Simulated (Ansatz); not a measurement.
input.yaml

```yaml
crystal:
  lattice:
    - [5.2555310531, 0.0, 0.0]
    - [0.0, 5.2555310531, 0.0]
    - [0.0, 0.0, 7.5934962832]
  atoms:
    - { symbol: Na, position: [0.5, 0.0, 0.294024324] }
    - { symbol: Na, position: [0.0, 0.5, 0.705975676] }
    - { symbol: Na, position: [0.5, 0.5, 0.0] }
    - { symbol: Na, position: [0.0, 0.0, 0.5] }
    - { symbol: Sr, position: [0.0, 0.0, 0.0] }
    - { symbol: Ca, position: [0.5, 0.5, 0.5] }
    - { symbol: Si, position: [0.5, 0.0, 0.758120977] }
    - { symbol: Si, position: [0.0, 0.5, 0.241879023] }
basis:
  ecutwfc: 420
kpoints:
  mp_grid: { grid: [8, 8, 6] }
hamiltonian:
  xc: pbe
scf:
  occupations: { method: gaussian, width: 0.05 }
output:
  forces: true
  stress: true
  eigenvalues: true
```

Run as
```bash
ansatz run input.yaml --threads 1 --pin off --max-ram 2560MiB --backend cpu --events-out ev --progress --plain --runs-dir out
```

The calculation used DFT PBE, scalar-relativistic, plane waves, PAW (Ansatz 0.2.0).

Part of what the program printed, abridged (final results; tables in files aren't shown):

```
SCF 1 converged in 7 iterations: F = -12578.712475 eV  dr2 = 1.67e-8
SCF converged after 7 iterations
Free energy (F): -12578.712475 eV
Harris-Foulkes:  -12578.712475 eV  (|F-HF|=7.37e-9)
Internal energy: -12578.712441 eV  (E = F + TS)
E sigma→0 (E₀):  -12578.712458 eV
Entropy (-TS):   -0.000034 eV (-0.004 meV/atom)
Fermi energy:    4.846740 eV
--- Per-component energies (eV) ---
  E_band       = -1117.789936
  E_kinetic    = 1081.226385
  E_local      = -6940.380937  (includes V_loc(G=0)·N_el)
  E_nonlocal   = 777.704839
  E_hartree    = 2427.865820
  E_xc         = -574.407623
  E_vxc        = -623.893531  (∫ρ·V_xc dr)
  E_paw        = -5630.111692  (= ΣΔE_a)
  E_vpaw       = -268.175527  (= ΣTr[D̂ρ^β])
  E_aug_tail   = -0.000115  (compensation charges beyond the density's cutoff)
  E_ewald      = -3720.609118
  E_smearing   = -0.000034  (= −TS)
--- Forces (eV/Å), atoms counted from 1 ---
  atom   1  Na     0.00000000     0.00000000    -0.36764535
  atom   2  Na     0.00000000     0.00000000     0.36764535
  atom   3  Na     0.00000000     0.00000000     0.00000000
  atom   4  Na     0.00000000     0.00000000     0.00000000
  atom   5  Sr     0.00000000     0.00000000     0.00000000
  atom   6  Ca     0.00000000     0.00000000     0.00000000
  atom   7  Si     0.00000000     0.00000000    -0.67014493
  atom   8  Si     0.00000000     0.00000000     0.67014493
--- Stress (GPa, compression-positive) ---
        0.470811       0.000000       0.000000
        0.000000       0.470811       0.000000
        0.000000       0.000000      -0.493594
  P = ⅓ Tr σ = 0.1493 GPa (1.493 kbar)
--- Band table (eV; the first three rows and the last of 60) ---
  k-point 0: bands = ["-48.0777", "-48.0777", "-47.0225", "-46.8798", "-36.4832", "-30.2819", "-20.0230", "-20.0230", "-20.0015", "-20.0011", "-19.9958", "-19.9958", "-18.9531", "-18.9531", "-18.9465", "-18.8105", "-18.8105", "-18.7995", "-17.5107", "-17.5107", "-17.4893", "-12.3553", "-12.3416", "-12.3416", "-1.7929", "-0.9962", "2.6653", "4.5225", "4.5225", "4.5284", "4.6170", "4.6170", "4.9440", "5.3471", "6.6307", "7.3568", "7.3705", "8.0867", "8.0867"]
  k-point 1: bands = ["-48.0777", "-48.0777", "-47.0225", "-46.8798", "-36.4832", "-30.2819", "-20.0230", "-20.0230", "-20.0015", "-20.0011", "-19.9958", "-19.9958", "-18.9531", "-18.9531", "-18.9465", "-18.8105", "-18.8105", "-18.7995", "-17.5107", "-17.5107", "-17.4894", "-12.3555", "-12.3416", "-12.3416", "-1.7467", "-1.0584", "2.7146", "4.1770", "4.5023", "4.5023", "4.6305", "4.6305", "5.0299", "5.8469", "6.7575", "7.1136", "7.3888", "8.1411", "8.1411"]
  k-point 2: bands = ["-48.0777", "-48.0777", "-47.0225", "-46.8798", "-36.4832", "-30.2819", "-20.0230", "-20.0230", "-20.0014", "-20.0012", "-19.9958", "-19.9958", "-18.9531", "-18.9531", "-18.9464", "-18.8105", "-18.8105", "-18.7993", "-17.5107", "-17.5107", "-17.4896", "-12.3559", "-12.3416", "-12.3416", "-1.6164", "-1.2202", "2.8665", "3.6761", "4.4714", "4.4714", "4.6479", "4.6479", "5.3940", "6.4127", "6.8024", "7.1529", "7.4654", "8.2768", "8.2768"]
  k-point 59: bands = ["-48.0777", "-48.0777", "-47.0226", "-46.8798", "-36.4832", "-30.2814", "-20.0226", "-20.0193", "-20.0040", "-20.0040", "-19.9953", "-19.9947", "-18.9548", "-18.9548", "-18.9445", "-18.8111", "-18.8111", "-18.7990", "-17.5161", "-17.5161", "-17.4847", "-12.3595", "-12.3595", "-12.3498", "-0.9726", "-0.9726", "3.2522", "3.3334", "3.4169", "3.5569", "3.9590", "3.9590", "5.8411", "5.8411", "7.4598", "7.4674", "7.5432", "7.6206", "7.6206"]
```

Self-consistency was reached.